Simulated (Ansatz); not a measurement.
Ta$_{3}$Ga$_{2}$:
```yaml
crystal:
  lattice:
    - [6.85548, 0.00000, 0.00000]
    - [0.00000, 6.85548, 0.00000]
    - [0.00000, 0.00000, 3.49586]
  atoms:
    - { symbol: Ta, position: [0.67535, 0.82465, 0.50000] }
    - { symbol: Ta, position: [0.32465, 0.17535, 0.50000] }
    - { symbol: Ta, position: [0.17535, 0.67535, 0.50000] }
    - { symbol: Ta, position: [0.82465, 0.32465, 0.50000] }
    - { symbol: Ta, position: [0.50000, 0.50000, 0.00000] }
    - { symbol: Ta, position: [0.00000, 0.00000, 0.00000] }
    - { symbol: Ga, position: [0.62562, 0.12562, 0.00000] }
    - { symbol: Ga, position: [0.37438, 0.87438, 0.00000] }
    - { symbol: Ga, position: [0.87438, 0.62562, 0.00000] }
    - { symbol: Ga, position: [0.12562, 0.37438, 0.00000] }
```

Relaxed with r²SCAN. Special points in fractions of this cell's reciprocal vectors: Γ (0.000, 0.000, 0.000); X (0.000, 0.500, 0.000); M (0.500, 0.500, 0.000); Z (0.000, 0.000, 0.500); R (0.000, 0.500, 0.500); A (0.500, 0.500, 0.500).

Task: List the band energies nearest the Fermi level at these points for r²SCAN (plane waves, PAW; program Ansatz).

Result: In eV from the Fermi level; about four levels below and three above (degenerate sets whole), none deeper than 8.9 eV; points with the same levels are listed once.

| k | below | above |
|---|---|---|
| Γ | -1.48 -1.48 -1.05 -1.05 -0.85 | 0.13 0.49 0.71 |
| X | -1.48 -1.48 -0.37 -0.37 | 0.04 0.04 0.48 0.48 |
| M | -0.47 -0.47 -0.17 -0.17 | 1.33 1.33 1.82 1.82 |
| Z | -0.06 -0.06 -0.06 -0.06 | 0.04 0.19 1.16 |
| R | -1.32 -1.32 -0.74 -0.74 | 1.96 1.96 2.16 2.16 |
| A | -1.48 -1.48 -1.44 -1.44 | 2.22 2.22 3.11 3.11 |

Space group P4/mbm. The workflow started from a Materials Project entry (that database holds measured and hypothetical structures alike); the Crystallography Open Database copy checked does not list it. Whether it is the stable phase at ambient conditions was not checked. The cell was relaxed with r²SCAN under the symmetry of its start; whether a distortion lowers the energy is not shown. No spin polarisation was allowed. Scalar-relativistic: spin–orbit coupling is off unless named, which matters more the heavier the elements.

Potentials: the earlier of the program's two PAW sets.
